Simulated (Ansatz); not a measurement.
MgIn$_{2}$O$_{4}$ (spinel, Fd-3m), PBEsol in the plane-wave PAW code Ansatz. The conduction-band minimum lies at Γ, with 1 equivalent valley. Second derivatives d²E/dk² of the lowest band at one valley (eV·Å²), along Cartesian directions:

| direction | d²E/dk² |
|---|---|
| [100] | 30.59 |
| [010] | 30.59 |
| [001] | 30.59 |
| [110] | 30.58 |
| [101] | 30.58 |
| [011] | 30.58 |

Task: Find the principal effective masses, the density-of-states mass and the conductivity mass.

Result: Off-diagonal terms follow from H_xy = H[110] − (H_xx + H_yy)/2, and m*/mₑ = 7.620 eV·Å² over each eigenvalue: 0.25, 0.25, 0.25. One valley's DOS mass (m₁m₂m₃)^(1/3) = 0.25, conductivity mass 3/(Σ 1/mᵢ) = 0.25 mₑ.

Task: What effective density of states Nc follows at 300 K for parabolic valleys?

Result: Nc = 2.509e19 × 1 × (0.25)^(3/2) ≈ 3.1e18 cm⁻³.

Task: With the computed static dielectric constant 9.58 (mean of the diagonal), estimate a hydrogenic donor's binding energy and radius.

Result: E = 13.606 eV × 0.25/9.58² ≈ 37 meV; a = 0.529 Å × ε/m* ≈ 20 Å. Semilocal masses tend to be too small when the gap is underestimated.

The cell is a constructed one: a structure type filled with these elements; the Crystallography Open Database copy checked does not list it. Its standing as an ambient phase is unchecked. The PBEsol relaxation kept the symmetry of its start; its stability against distortions is not shown here. Scalar-relativistic: spin–orbit coupling is off unless named, which matters more the heavier the elements.

Potentials: the earlier of the program's two PAW sets. The files were generated under PBE; for other functionals the program regenerates the frozen cores, and for LDA and PBEsol the local potential too.
